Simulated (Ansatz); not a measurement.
## Structure relaxation, MgSe

The start is a relaxed MgSe cell deformed by the Cartesian strain tensor (xx, yy, zz, yz, xz, xy) = (-0.113, -0.057, -0.064, -0.009, -0.003, -0.015). A full variable-cell relaxation at zero pressure is run with r2SCAN (plane waves to 500 eV, PAW, scalar-relativistic; Ansatz, a program for electronic structure). The first steps use a coarse 8×8×8 k-mesh.

The start:
```
CELL_PARAMETERS angstrom
     -0.04925     2.55690     2.53775
      2.42009    -0.06567     2.55416
      2.38452     2.53775    -0.03010
ATOMIC_POSITIONS crystal
  Se 0.00000 0.00000 0.00000
  Mg 0.50000 0.50000 0.50000
```

Task: How much energy is released per atom?

Result: 0.34 eV/atom.

Task: How does the volume per atom move from start to end?

Result: +27.8 %, from 16.03 to 20.48 Å³/atom.

Task: Is the parent structure recovered?

Result: It returns to the parent structure, Fm-3m (No. 225).

Task: How do the shortest distances between atoms change?

Result: The closest pairs of elements (up to four, under 3.6 Å), start → end: Mg–Se 2.43 → 2.74 Å; Mg–Mg 3.48 → 3.87 Å; Se–Se 3.48 → 3.87 Å.

It ends as:

Space group Fm-3m (No. 225); a = b = c = 5.4723 Å, α = β = γ = 90.00°

```json
[
 {"atom": "Se", "site": "4a", "symmetry": "m-3m", "x": "0.0000", "y": "0.0000", "z": "0.0000"},
 {"atom": "Mg", "site": "4b", "symmetry": "m-3m", "x": "0.5000", "y": "0.5000", "z": "0.5000"}
]
```
(The calculation used a cell of 2 atoms; values per cell refer to that cell.)

Final values are on a 10×10×10 k-mesh of the relaxed cell. No spin polarisation in the result.

The run could not lose the symmetry of its start.

All atoms sit on sites fixed by symmetry, so only the cell could relax.
